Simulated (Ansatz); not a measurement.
SiNi in space group P6/mmm (No. 191; Ni on 3f, Si on 1a, Si on 2d), PBE (plane waves, PAW; program Ansatz), all energies at zero smearing, with the estimated change up to a 700 eV cutoff added, with one set of potentials and settings (totals compare only within such a set). Cell of 6 atoms (3 Ni, 3 Si): -19428.687 eV.

| element | reference phase | E (eV/atom) |
|---|---|---|
| Ni | Fm-3m, 1 atoms in the cell, spin-polarised | -5839.7239 |
| Si | Fd-3m, 2 atoms in the cell | -635.8096 |

Formation energy per atom, worked out: (-19428.687 − 3×(-5839.7239) − 3×(-635.8096))/6 = -0.348 eV/atom (-34 kJ per mol of atoms), at 0 K, without zero-point energy or fitted corrections.

A made-up cell: these elements were put on the sites of a structure type; neither database checked (COD, Materials Project) lists it. It is not the phase usual at ambient conditions (space group No. 62). The PBE relaxation kept the symmetry of its start. At this level the phase is dynamically unstable (imaginary phonons). The workflow began spin-polarised and lost its moments. The references are the lowest solids computed at this level, not always the standard phases.

Potentials: the later of the program's two PAW sets.
